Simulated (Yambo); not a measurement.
Yambo run on ZnTe (zinc blende, space group F-43m, No. 216). The wavefunctions are PBE (stringent potentials; Quantum ESPRESSO, PseudoDojo norm-conserving, 107 Ry, no spin-orbit coupling) ones on a 4×4×4 mesh (22 occupied bands); a = 4.288 Å, b = 4.288 Å, c = 4.288 Å, α = 60.00°, β = 60.00°, γ = 60.00°.

Yambo input:

```
rim_cut
HF_and_locXC
RandQpts= 1000000
RandGvec= 1 Ry
EXXRLvcs= 106.6 Ry
VXCRLvcs= 426.4 Ry
% QPkrange
 1 | 1 | 22 | 23 |
 3 | 3 | 22 | 23 |
 7 | 7 | 22 | 23 |
 8 | 8 | 22 | 23 |
%
```

k points by index: 1 = Γ, 3 = L, 7 = X, 8 = W.

Resulting energies as the program prints them:

```
#    K-point    Band    Eo [eV]    Ehf [eV]    Vxc [eV]    Vnlxc [eV]
#
    1    22    0.000000    -2.034041    -15.24199    -17.27603
    1    23    1.336526    5.465345    -13.05554    -8.926716
    3    22    -0.923176    -3.239643    -14.06077    -16.37724
    3    23    1.809121    5.697051    -11.95021    -8.062278
    7    22    -2.234286    -4.976587    -12.51068    -15.25298
    7    23    2.255771    5.917941    -11.24988    -7.587707
    8    22    -2.678733    -5.381319    -11.54255    -14.24513
    8    23    4.590132    9.322915    -13.22149    -8.488708
```
Exchange alone, without screening.

Geometry relaxed with PBEsol.
